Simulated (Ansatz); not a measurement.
Here is the system:

V3Si:
```
CELL_PARAMETERS angstrom
      4.70134     0.00000     0.00000
      0.00000     4.70134     0.00000
      0.00000     0.00000     4.70134
ATOMIC_POSITIONS crystal
  Si 0.00000 0.00000 0.00000
  Si 0.50000 0.50000 0.50000
  V  0.25000 0.00000 0.50000
  V  0.50000 0.75000 0.00000
  V  0.75000 0.00000 0.50000
  V  0.50000 0.25000 0.00000
  V  0.00000 0.50000 0.75000
  V  0.00000 0.50000 0.25000
```
The run is spin-polarised, in the one order tried: ferromagnetic.

This is the PBE-relaxed structure.

Question: All from PBE (plane waves, PAW; program Ansatz), unless another level is named. Predict the Bader charges.

Answer: Si -1.33, V +0.44 e.

Question: Give the net moment.

Answer: 0.14 μB per atom.

Space group Pm-3n (A15 (Cr3Si type)). The cell was relaxed with PBE under the symmetry of its start. Spin order of the final state: ferromagnetic, the only order run, not a proven ground state.

Potentials: the later of the program's two PAW sets.
